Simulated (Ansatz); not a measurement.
**SiMo₃ under strain: ⁹⁷Mo nuclear quadrupole resonance**

Cell: a COD entry, relaxed with PBE at fixed cell and then changed (z stretched by 2 %, ions relaxed).

```cif
data_structure
_symmetry_space_group_name_H-M 'P 1'
_symmetry_Int_Tables_number 1
_cell_length_a 4.8930
_cell_length_b 4.8930
_cell_length_c 4.9909
_cell_angle_alpha 90.000
_cell_angle_beta 90.000
_cell_angle_gamma 90.000
_cell_volume 119.49
loop_
_atom_site_label
_atom_site_type_symbol
_atom_site_fract_x
_atom_site_fract_y
_atom_site_fract_z
_atom_site_occupancy
Si1 Si 0.00000 0.00000 0.00000 1
Si2 Si 0.50000 0.50000 0.50000 1
Mo3 Mo 0.25018 0.00000 0.50000 1
Mo4 Mo 0.50000 0.75018 0.00000 1
Mo5 Mo 0.74982 0.00000 0.50000 1
Mo6 Mo 0.50000 0.24982 0.00000 1
Mo7 Mo 0.00000 0.50000 0.75000 1
Mo8 Mo 0.00000 0.50000 0.25000 1
```

Sites (sets of like atoms) are named by element and the number of their first atom in this list.

All values are calculated (Ansatz; DFT, PBE, plane waves and PAW, scalar-relativistic, 420 eV cutoff, Γ-centred 10×10×10 k-points, Fermi–Dirac smearing 0.05 eV), not measured.

⁹⁷Mo: I = 5/2, Q = 255.0 mb (year-2017 value). Static lattice, zero field.

Problem. At which frequencies do the ⁹⁷Mo NQR lines lie?

Solution. For I = 5/2 and η = 0 the lines are 3|C_Q|/20 and twice that; η pulls their ratio below 2.

| site | atoms | V_zz (10²¹ V/m²) | C_Q (MHz) | η | line frequencies (MHz) |
| --- | --- | --- | --- | --- | --- |
| Mo3 | 3, 4, 5, 6 | 3.47 | 21.4 | 0.49 | 3.95, 6.15 |
| Mo7 | 7, 8 | 2.61 | 16.1 | 0.00 | 2.42, 4.83 |

Problem. And for ⁹⁵Mo (I = 5/2, Q = -22.00 mb) on Mo3?

Solution. C_Q scales with Q to -1.84 MHz, with lines at 0.341, 0.530 MHz.

An axis of threefold or higher order runs through Mo7, so V_zz lies along it and η is zero.

With no gap above 0.1 eV, as in a metal, the gradients converge slowly in k; expect changes of a tenth or more on a denser mesh. Without spin–orbit coupling (the program notes it for Mo) the gradients can shift somewhat, as the gap is small.
